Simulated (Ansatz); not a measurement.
TiB2:
```yaml
crystal:
  lattice:
    - [2.99352, 0.00000, 0.00000]
    - [-1.49676, 2.59247, 0.00000]
    - [0.00000, 0.00000, 3.16043]
  atoms:
    - { symbol: Ti, position: [0.00000, 0.00000, 0.00000] }
    - { symbol: B, position: [0.33333, 0.66667, 0.50000] }
    - { symbol: B, position: [0.66667, 0.33333, 0.50000] }
```

Relaxed with LDA. Special points in fractions of this cell's reciprocal vectors: Γ (0.000, 0.000, 0.000); M (0.500, 0.000, 0.000); K (0.333, 0.333, 0.000); A (0.000, 0.000, 0.500); L (0.500, 0.000, 0.500); H (0.333, 0.333, 0.500).

**Question.** List the band energies nearest the Fermi level at these points for LDA in the plane-wave PAW code Ansatz.

**Answer.** In eV from the Fermi level; about four levels below and three above (degenerate sets whole), none deeper than 8.9 eV; points with the same levels are listed once.

| k | below | above |
|---|---|---|
| Γ | -2.77 -2.77 -2.21 -2.18 | 2.01 2.01 3.90 3.90 |
| M | -3.32 -3.29 -2.39 | 1.43 2.88 3.40 |
| K | -8.27 -8.27 -7.51 -1.89 -1.89 | 1.45 1.45 2.04 |
| A | -0.58 -0.58 -0.26 -0.26 | 0.44 0.44 1.83 |
| L | -7.49 -4.84 -3.97 -3.08 | 2.69 3.08 4.88 |
| H | -8.63 -8.63 -5.74 -3.21 -3.21 | 2.70 4.62 4.62 |

Space group P6/mmm. Symmetry was held in the LDA relaxation. No spin polarisation was allowed.

Potentials: the earlier of the program's two PAW sets. The files were generated under PBE; for other functionals the program regenerates the frozen cores, and for LDA and PBEsol the local potential too.
